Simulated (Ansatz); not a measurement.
## Competing spin states in CaCrF5

```
Ca Cr F
1.0
     4.50250   -3.23600    0.00000
     4.50250    3.23600    0.00000
    -3.28451    0.00000    6.77924
Ca Cr F
2 2 10
Direct
  0.45740 0.54260 0.25000
  0.54260 0.45740 0.75000
  0.00000 0.00000 0.00000
  0.00000 0.00000 0.50000
  0.79570 0.74970 0.88260
  0.25030 0.20430 0.61740
  0.20430 0.25030 0.11740
  0.74970 0.79570 0.38260
  0.30310 0.71630 0.97090
  0.28370 0.69690 0.52910
  0.69690 0.28370 0.02910
  0.71630 0.30310 0.47090
  0.07210 0.92790 0.25000
  0.92790 0.07210 0.75000
```

Method: r2SCAN in Ansatz 0.2.0, PAW datasets, plane waves to 500 eV, 4×4×3 Γ-centred mesh, fermi-dirac occupations of width 0.050 eV. The atoms are fixed and numbered as listed; spin is collinear, without spin-orbit coupling.

The cycle has several fixed points for this cell. Moments (μB):

| state | Cr3 | Cr4 | other atoms together | size of the net moment a cell |
| --- | --- | --- | --- | --- |
| A | 2.34 | 2.34 | 0.23 | 6.00 |
| B | 0.00 | 0.00 | 0.00 | 0.00 |
| C | 2.33 | -2.33 | 0.00 | 0.00 |

Site moments are taken in small spheres that don't touch (radius about 0.4 of the atom's shortest bond), so those of the magnetic atoms read low, and they needn't add up to the net moment. State B was run without spin polarisation.

Question: Which state has the lowest energy at zero smearing, and how far up are the others?

Answer: State C (antiparallel, compensated) comes first by a margin too small to trust; A (parallel moments) lies 0.5 meV above it, B (without moments) lies 426 meV above it, all counted an atom of the cell. The two lowest differ by only 3.2 meV for each atom with a column above, which mesh or functional could overturn.

Question: Which states have a gap on the mesh, and what pressure does each exert on this cell?

Answer: A: gap 2.40 eV, 0.8 GPa; B: no gap, -0.8 GPa; C: gap 2.83 eV, 0.8 GPa (positive in compression).

Question: What does magnetism gain here?

Answer: 426 meV an atom of the cell, or 2979 meV for each Cr atom, against state B, which has none. A run without spin would miss this and give wrong energies and forces. That state isn't the paramagnet, which keeps its moments, so this is no ordering energy.

The cell is that of a Crystallography Open Database entry, unchanged.

Caveats: only orders that fit this cell and collinear spins were tried, so the true order may need a larger cell or canted moments; atoms and cell are not relaxed, and each state would relax in its own way; semilocal functionals without U often misplace the states of 3d oxides, halides and chalcogenides; the k mesh is coarse, so differences of a few meV are uncertain where a state is a metal; one start a pattern, so a lower state of the same pattern may exist; the atoms stand off equilibrium, with forces up to 0.6 eV/Å.
